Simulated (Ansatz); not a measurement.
MgO:
```cif
data_MgO
_chemical_formula_sum 'Mg1 O1'
_space_group_name_H-M_alt 'P 1'
_space_group_IT_number 1
_cell_length_a 3.00794
_cell_length_b 3.00794
_cell_length_c 3.00794
_cell_angle_alpha 60.000
_cell_angle_beta 60.000
_cell_angle_gamma 60.000
loop_
_space_group_symop_operation_xyz
  'x, y, z'
loop_
_atom_site_label
_atom_site_type_symbol
_atom_site_fract_x
_atom_site_fract_y
_atom_site_fract_z
_atom_site_occupancy
Mg1 Mg 0.00000 0.00000 0.00000 1
O1 O 0.50000 0.50000 0.50000 1
```

Relaxed with PBE.

Decompose the optical modes at the zone centre into irreducible representations, and say which are infrared and Raman allowed.

Point group m-3m: Γ_opt = T1u. Infrared: T1u. Raman: none.

Assign frequencies (DFPT, PBE (plane waves, PAW; program Ansatz); without the LO–TO term).

T1u 365 cm⁻¹.

Space group Fm-3m (rock salt). The PBE relaxation kept the symmetry of its start; phonons on a q-mesh show no instability. The volume moved by -31 % from the start of the relaxation.

Potentials: the later of the program's two PAW sets.
